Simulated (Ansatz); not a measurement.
Ca$_{4}$Sb$_{2}$O:
```yaml
crystal:
  lattice:
    - [-2.31991, 2.31991, 8.06177]
    - [2.31991, -2.31991, 8.06177]
    - [2.31991, 2.31991, -8.06177]
  atoms:
    - { symbol: Ca, position: [0.66485, 0.66485, 0.00000] }
    - { symbol: Ca, position: [0.33515, 0.33515, 0.00000] }
    - { symbol: Ca, position: [0.00000, 0.50000, 0.50000] }
    - { symbol: Ca, position: [0.50000, 0.00000, 0.50000] }
    - { symbol: Sb, position: [0.86052, 0.86052, 0.00000] }
    - { symbol: Sb, position: [0.13948, 0.13948, 0.00000] }
    - { symbol: O, position: [0.50000, 0.50000, 0.00000] }
```

Relaxed with PBEsol.

Task: Give the Bader charges and basin volumes of the independent atoms, the program Ansatz at the PBEsol level (PAW).

Result: 

| atom | Bader charge (e) | Bader volume (Å³) |
|---|---|---|
| Ca1 | +1.36 | 15.7 |
| Ca3 | +1.32 | 13.5 |
| Sb5 | -1.93 | 49.7 |
| O7 | -1.49 | 15.8 |

Space group I4/mmm. The first step of the workflow began from a Materials Project structure, measured or hypothetical; the Crystallography Open Database files this formula in space group No. 139, but the cells were not matched. Whether it is the stable phase at ambient conditions was not checked. The PBEsol relaxation kept the symmetry of its start; whether a distortion lowers the energy is not shown. Spin–orbit coupling is left out wherever it is not named.

Potentials: the later of the program's two PAW sets.
